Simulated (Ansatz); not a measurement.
Consider the following.

LaB6:
```
CELL_PARAMETERS angstrom
      4.12971     0.00000     0.00000
      0.00000     4.12971     0.00000
      0.00000     0.00000     4.12971
ATOMIC_POSITIONS crystal
  La 0.00000 0.00000 0.00000
  B  0.80035 0.50000 0.50000
  B  0.19965 0.50000 0.50000
  B  0.50000 0.80035 0.50000
  B  0.50000 0.19965 0.50000
  B  0.50000 0.50000 0.80035
  B  0.50000 0.50000 0.19965
```

This is the PBEsol-relaxed structure.

Task: All from PBEsol (plane waves, PAW; program Ansatz), unless another level is named. Estimate the electronic character.

Result: metallic (no gap).

Task: Next, the density of states at the Fermi level?

Result: 0.12 states/eV per atom (mean over ±0.08 eV).

Task: Give the formation energy from the elements (no fitted shifts).

Result: -0.56 eV/atom.

Task: What about the gap with spin–orbit coupling?

Result: none (metallic).

Space group Pm-3m. The PBEsol relaxation kept the symmetry of its start. The references are the lowest solids computed at this level, not always the standard phases. Scalar-relativistic: spin–orbit coupling is off unless named, which matters more the heavier the elements.

Potentials: the earlier of the program's two PAW sets. The files were generated under PBE; for other functionals the program regenerates the frozen cores, and for LDA and PBEsol the local potential too.
